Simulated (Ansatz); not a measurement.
ZrB₂, in the lowest of the structures calculated here: P6/mmm (No. 191), hP3; a = b = 3.1677 Å, c = 3.5503 Å, α = β = 90.00°, γ = 120.00°; Zr 1a (0.000, 0.000, 0.000); B 2d (0.333, 0.667, 0.500). Method: r2SCAN (plane waves to 500 eV, PAW, scalar-relativistic; Ansatz, a quantum-chemistry and plane-wave program). Element references, the lowest calculated here: Zr (P6/mmm, not the ambient form), B (R-3m).

Total energies (eV/atom, σ → 0; comparable only within this code, potentials and settings):

```
phase          E (eV/atom)
-------------  -----------
ZrB2 (P6/mmm)    -1503.778
Zr (P6/mmm)      -4195.035
B (R-3m)          -156.554
```

Question: What is the formation energy of this P6/mmm form of ZrB2 from the elements?

Answer: E_f = -1503.778 − [1 × (-4195.035) + 2 × (-156.554)] / 3 = -1.06 eV/atom (-3.2 eV per formula unit).

Static energies, no anion corrections, no zero-point energy. Values are rounded to 0.01 eV/atom. The compounds carry no spin polarisation.
